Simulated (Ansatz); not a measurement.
CsCl-type LaIn

The computed numbers are results of PBEsol, scalar-relativistic (no spin polarisation) in the plane-wave PAW code Ansatz at 420 eV, 8×8×8 k-mesh, Gaussian smearing of 0.05 eV; PAW files: Ansatz's generated set soft_2.

```cif
data_structure
_symmetry_space_group_name_H-M 'Pm-3m'
_symmetry_Int_Tables_number 221
_cell_length_a 3.8934
_cell_length_b 3.8934
_cell_length_c 3.8934
_cell_angle_alpha 90.000
_cell_angle_beta 90.000
_cell_angle_gamma 90.000
_cell_volume 59.02
loop_
_atom_site_label
_atom_site_type_symbol
_atom_site_symmetry_multiplicity
_atom_site_Wyckoff_symbol
_atom_site_fract_x
_atom_site_fract_y
_atom_site_fract_z
_atom_site_occupancy
La1 La 1 a 0.00000 0.00000 0.00000 1
In1 In 1 b 0.50000 0.50000 0.50000 1
```

The structure was built from a prototype; whether the compound forms in it isn't claimed.

The cell above was scaled in volume, its shape and atoms being fixed by the lattice's symmetry. Energies are counted from the cell above.

Cell and atoms are those of this level's equilibrium.

```
V (Å³/atom)  ΔE (meV/atom)  P from the stress (GPa)
     28.328           8.74                     2.45
     28.918           2.10                     1.16
     29.508           0.00                     0.00
     30.098           2.00                    -1.04
     30.688           7.65                    -1.97
```

Question: Do the energies and the pressures agree? Compare −ΔE/ΔV between neighbouring points (1 meV/Å³ = 0.1602 GPa) with the mean of their pressures.

Answer: 
```
interval (Å³/atom)  −ΔE/ΔV (GPa)  mean P (GPa)
    28.33 to 28.92           1.8           1.8
    28.92 to 29.51           0.6           0.6
    29.51 to 30.10          -0.5          -0.5
    30.10 to 30.69          -1.5          -1.5
```
They differ by 0.03 GPa at most.

Question: What do the two routes give for V0, B0 and B0′?

Answer: A third-order Birch–Murnaghan fit of the energies: V0 = 29.50 Å³/atom, B0 = 55 GPa, B0′ = 4.5. A polynomial of P in ln V, with B = −dP/d ln V at P = 0: V0 = 29.51 Å³/atom, B0 = 55 GPa, B0′ = 4.6.

B0·V0 = 55.4 GPa × 29.50 Å³ = 10.20 eV/atom sets the scale: near the minimum ΔE ≈ ½ B0 V0 x², with x = V/V0 − 1, and a pressure of 0.6 GPa squeezes the volume by about 1 %. At the ends of the curve: x = −4.0 % predicts 8.1 meV/atom and the run gives 8.7; x = +4.0 % predicts 8.2 meV/atom and the run gives 7.7. The curve is steeper than the parabola on the compressed side and flatter on the expanded side: the bulk modulus rises with pressure.

For elements this heavy, spin–orbit coupling would shift levels and gaps; it isn't included here. The run is a metal.
